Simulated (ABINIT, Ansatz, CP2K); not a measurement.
**Cost and result for the equilibrium volume of NbSi**

```cif
data_structure
_symmetry_space_group_name_H-M 'P 1'
_symmetry_Int_Tables_number 1
_cell_length_a 3.1564
_cell_length_b 3.1564
_cell_length_c 3.1564
_cell_angle_alpha 90.000
_cell_angle_beta 90.000
_cell_angle_gamma 90.000
_cell_volume 31.45
loop_
_atom_site_label
_atom_site_type_symbol
_atom_site_fract_x
_atom_site_fract_y
_atom_site_fract_z
_atom_site_occupancy
Nb1 Nb 0.00000 0.00000 0.00000 1
Si1 Si 0.50000 0.50000 0.50000 1
```

The cell comes from a database or a generator and needn't be the stable form of this composition.

```tsv
rung	level	program and potentials	cutoff (eV)	k mesh	smearing	task	spin	core time	chip	equilibrium volume (Å³/atom)	notes
GGA	PBE	Ansatz, Ansatz PAW (earlier soft set)	420	8 × 8 × 8	fermi-dirac 0.05	equation of state	off	5.5 s	Intel Xeon	15.72	-
meta-GGA	r2SCAN	Ansatz, Ansatz PAW	500	8 × 8 × 8	fermi-dirac 0.05	relaxation of cell and atoms	off	8.2 s	Arm Neoverse V2	15.55	potentials made for PBE, which Ansatz adapts in part
meta-GGA + U (3 eV)	r2SCAN+U (Nb d U = 3 eV, fll (the default))	Ansatz, Ansatz PAW	500	8 × 8 × 8	fermi-dirac 0.05	relaxation of cell and atoms	off	9.2 s	Arm Neoverse V2	15.69	potentials made for PBE, which Ansatz adapts in part
meta-GGA + U (4 eV)	r2SCAN+U (Nb d U = 4 eV, fll (the default))	Ansatz, Ansatz PAW	500	8 × 8 × 8	fermi-dirac 0.05	relaxation of cell and atoms	off	9.9 s	Arm Neoverse V2	15.78	potentials made for PBE, which Ansatz adapts in part
meta-GGA + U (1 eV)	r2SCAN+U (Nb d U = 1 eV, fll (the default))	Ansatz, Ansatz PAW	500	8 × 8 × 8	fermi-dirac 0.05	relaxation of cell and atoms	off	10 s	Arm Neoverse V2	15.58	potentials made for PBE, which Ansatz adapts in part
meta-GGA + U (5 eV)	r2SCAN+U (Nb d U = 5 eV, fll (the default))	Ansatz, Ansatz PAW	500	8 × 8 × 8	fermi-dirac 0.05	relaxation of cell and atoms	off	10 s	Arm Neoverse V2	15.96	potentials made for PBE, which Ansatz adapts in part
meta-GGA + U (2 eV)	r2SCAN+U (Nb d U = 2 eV, fll (the default))	Ansatz, Ansatz PAW	500	8 × 8 × 8	fermi-dirac 0.05	relaxation of cell and atoms	off	10 s	Arm Neoverse V2	15.63	potentials made for PBE, which Ansatz adapts in part
meta-GGA + U (6 eV)	r2SCAN+U (Nb d U = 6 eV, fll (the default))	Ansatz, Ansatz PAW	500	8 × 8 × 8	fermi-dirac 0.05	relaxation of cell and atoms	off	12 s	Arm Neoverse V2	16.14	potentials made for PBE, which Ansatz adapts in part
meta-GGA + U (8 eV)	r2SCAN+U (Nb d U = 8 eV, fll (the default))	Ansatz, Ansatz PAW	500	8 × 8 × 8	fermi-dirac 0.05	relaxation of cell and atoms	off	13 s	Arm Neoverse V2	17.03	potentials made for PBE, which Ansatz adapts in part
GGA + dispersion	PBE+D2	ABINIT, Ansatz PAW PBE default generated set, frozen core	419	6 × 6 × 6	fermi-dirac 0.05	relaxation of cell and atoms	SOC, no magnetisation	1.7 min	Arm Neoverse V1	15.59	-
GGA	PBE	Ansatz, all-electron LAPW, scalar-relativistic	-	8 × 8 × 8	fermi-dirac 0.05	equation of state	off	1.8 min	Intel Xeon Skylake/Cascade Lake	15.72	-
GGA	PBE	CP2K, POTENTIAL_UZH Nb GTH-PBE-q13, Si GTH-PBE-q4; TZVP-MOLOPT-PBE-GTH basis	-	8 × 8 × 8	fermi-dirac 0.05	equation of state	off	4.1 min	Arm Neoverse V2	15.77	atomic basis
```

Times are single runs on shared hosts and different chips, so they are rough; meshes, cutoffs and the tasks' sizes weigh on the time. Smearing widths are in eV. For a metal such meshes aren't converged. Meshes differ between rows, which moves values too. Meshes are those of the run's cell of 2 atoms unless a note names another. Relaxations start from the cell shown or near it and stop with a little pressure left. Runs on faulty files, with rough fits or with known faults for this quantity aren't shown.

By rung: GGA 15.72; GGA + dispersion 15.59; meta-GGA 15.55; meta-GGA + U (3 eV) 15.69; meta-GGA + U (4 eV) 15.78; meta-GGA + U (1 eV) 15.58; meta-GGA + U (5 eV) 15.96; meta-GGA + U (2 eV) 15.63; meta-GGA + U (6 eV) 16.14; meta-GGA + U (8 eV) 17.03; GGA in atomic bases 15.77 (Å³/atom).
